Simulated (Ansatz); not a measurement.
SiC (4H type, space group P6_3mc)

```xyz
8
Lattice="3.0776 0.0000 0.0000 -1.5388 2.6653 0.0000 0.0000 0.0000 10.0764" Properties=species:S:1:pos:R:3 pbc="T T T"
Si     0.0000     0.0000     0.0031
Si     0.0000     0.0000     5.0412
Si     1.5388     0.8884     7.5598
Si     0.0000     1.7768     2.5216
C      0.0000     0.0000     8.1908
C      0.0000     0.0000     3.1526
C      1.5388     0.8884     5.6651
C      0.0000     1.7768     0.6269
```

The volume is varied about the relaxed value V₀ at fixed cell shape. The atoms relax within the cell's symmetry.

The numbers are results of r2SCAN (plane waves to 500 eV, PAW, scalar-relativistic; Ansatz, an electronic-structure program), not measurements. k mesh 13×13×4 (Γ-centred), Fermi-Dirac smearing 0.05 eV. Energies are smeared free energies. Stress and pressure are positive under compression. With the shape held, the modulus is that of even scaling; a crystal free to change shape is softer. SiC was relaxed with its symmetry unable to fall. The zero of ΔE is the relaxed starting cell.

```tsv
V (Å³/atom)	ΔE (meV/atom)
9.712	29.2
9.836	18.3
9.960	10.1
10.084	4.4
10.208	1.1
10.332	0.0
10.456	1.0
10.580	4.1
10.704	9.0
10.828	withheld
10.951	24.0
```

Fit a third-order Birch-Murnaghan form (E₀, V₀, B₀, B₀′ free) to the given rows and predict ΔE at V = 10.828.

Least squares on the 10 given rows: ΔE = E₀ + (9V₀B₀/16)·y²·[2 + (B₀′ − 4)y], y = (V₀/V)^(2/3) − 1, with V₀ = 10.332 Å³/atom, B₀ = 227.7 GPa (160.2 GPa = 1 eV/Å³; the term in eV is multiplied by 1000), B₀′ = 3.82, E₀ = 0.00 meV/atom; root-mean-square residual 0.02 meV/atom. At 10.828 the fit gives 15.7 meV/atom; the calculation gives 15.7 meV/atom, the same to the digits shown. For the pressure the fit gives -9.8 GPa against the computed -9.7 GPa.

(Under strain, the slope of the energy per volume gives the stress and its curvature an elastic modulus.)
